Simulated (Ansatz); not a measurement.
This run works on a generated trial structure, not on a known crystal.

Input and command of a plane-wave DFT calculation in Ansatz:

```yaml
crystal:
  lattice:
    - [-2.38842774, 2.38842774, 8.65121737]
    - [2.38842774, -2.38842774, 8.65121737]
    - [2.38842774, 2.38842774, -8.65121737]
  atoms:
    - { symbol: Ti, position: [0.0, 0.0, 0.0] }
    - { symbol: Te, position: [0.74668545, 0.74668545, 0.0] }
    - { symbol: Te, position: [0.25331455, 0.25331455, 0.0] }
    - { symbol: As, position: [0.5, 0.5, 0.0] }
    - { symbol: As, position: [0.85517617, 0.35517617, 0.5] }
    - { symbol: As, position: [0.35517617, 0.85517617, 0.5] }
    - { symbol: As, position: [0.14482383, 0.64482383, 0.5] }
    - { symbol: As, position: [0.64482383, 0.14482383, 0.5] }
basis:
  ecutwfc: 420
kpoints:
  mp_grid: { grid: [5, 5, 5] }
hamiltonian:
  xc: pbe
scf:
  occupations: { method: gaussian, width: 0.2 }
  lower_state_search: "off"
output:
  forces: true
  stress: true
  eigenvalues: true
relax:
  adjacent_minimum: "off"
  f_tol: 0.08
  max_steps: 16
  cell: { stress_tol: 0.8 }
```

```bash
ansatz run input.yaml --threads 1 --pin off --max-ram 2560MiB --backend cpu --events-out ev --progress --plain --runs-dir out
```

Processor: Arm Neoverse V1, 1 thread, on a host shared with other jobs.

Problem. How long does it run, and how much memory does it take?

Solution. About 2.7 min, peak memory 0.57 GiB. It solves 72 bands at 18 k points (after reduction by symmetry) with about 3655 plane waves (on the last cell), in 61 SCF iterations over 9 ionic steps.
